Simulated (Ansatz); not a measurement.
## 5 guesses for Nb2Te2S and where they end

All numbers below come from Ansatz, DFT PBE, scalar-relativistic, plane waves, PAW. Settings: cutoff 420 eV, Γ-centred meshes spaced at most about 0.3 Å⁻¹, and about 0.25 Å⁻¹ or finer for metals (2π included), Gaussian smearing. Collinear spin in cells that started with moments and kept them past the coarse steps, no spin elsewhere.

Each guess was relaxed in cell and atoms at zero pressure, within the symmetry of its start. All energies are static (0 K, no zero-point motion). Coordination counts S or Te atoms around Nb (for each partner element, those within 1.25 times its shortest distance or 1.15 times the sum of covalent radii, where it is the nearest in units of that sum or under 1.3).

| guess | made from | start group | V start (Å³/atom) | end group | V end (Å³/atom) | coordination at the end | gap on mesh (eV) | largest moment (μB) | E over the lowest end (meV/atom) |
| --- | --- | --- | --- | --- | --- | --- | --- | --- | --- |
| 1 | random cell | Cmmm | 25.5 | Cmmm | 30.5 | Nb 4 | 0 | - | 702 |
| 2 | Gd2SeO2 type | P-3m1 | 22.0 | P-3m1 | 27.3 | Nb 7 | 0 | - | 0 |
| 3 | DySi2Os2 type | I4/mmm | 24.2 | ? | ? | ? | ? | ? | ? |
| 4 | Bi2Te2S type | R-3m | 26.2 | R-3m | 24.7 | Nb 6 | 0 | - | 61 |
| 5 | PrSi2Pd2 type | I4/mmm | 24.5 | I4/mmm | 25.5 | Nb 4 | 0 | 0.6 | 972 |

Guess 3 as it starts:

Space group I4/mmm (No. 139). a = 4.726 Å, b = 4.726 Å, c = 10.857 Å, α = 90.00°, β = 90.00°, γ = 90.00°
```
atom  site  symmetry       x       y       z
  Nb    4e       4mm  0.5000  0.5000  0.1296
  Te    4d      -4m2  0.0000  0.5000  0.2500
   S    2a     4/mmm  0.0000  0.0000  0.0000
```

**Question.** Predict the end of this guess and its energy over the lowest end.

**Answer.** It ends in space group I4/mmm (No. 139), with a = 4.684 Å, c = 11.219 Å, 24.6 Å³/atom and no gap, without spin. It lies 0.99 eV/atom over the lowest end, above guess 5 and so the highest of the set. Counting S or Te atoms around Nb, this end has Nb 4 and the lowest (guess 2) has Nb 7.

```xyz
5
Lattice="-2.3422 2.3422 5.6094 2.3422 -2.3422 5.6094 2.3422 2.3422 -5.6094" Properties=species:S:1:pos:R:3 pbc="T T T"
Nb    0.0000    0.0000    6.8599
Nb    0.0000    0.0000    4.3590
Te    0.0000    2.3422    2.8047
Te    2.3422    0.0000    2.8047
S     0.0000    0.0000    0.0000
```

The zero of energy is the elements' standard structures at the same level; no fitted shifts are applied.

**Question.** Is the lowest end bound against the elements?

**Answer.** Yes: its formation energy is −0.62 eV/atom. Whether it is stable depends on the other phases of the system, which aren't compared here.

No dispersion correction is applied, so the spacing and binding between layers, chains or molecules are poorly described (P-3m1, R-3m), and this can change margins and order among such cells. Spin–orbit coupling, which can matter for Te, is left out. The zero gap of P-3m1 may come from the functional, which often closes small gaps, or the cell may be a true semimetal. A magnetic state wasn't ruled out in cells without spin, among them P-3m1, R-3m. The reference forms of S and Te are held partly by dispersion forces, which this level lacks. The magnetic state reached may not be the lowest. Cells relaxed within their symmetry can be saddle points. A lower structure may well exist outside this small set. Some structure types and database cells were kept out of the candidates from the start, so a known form may be missing.
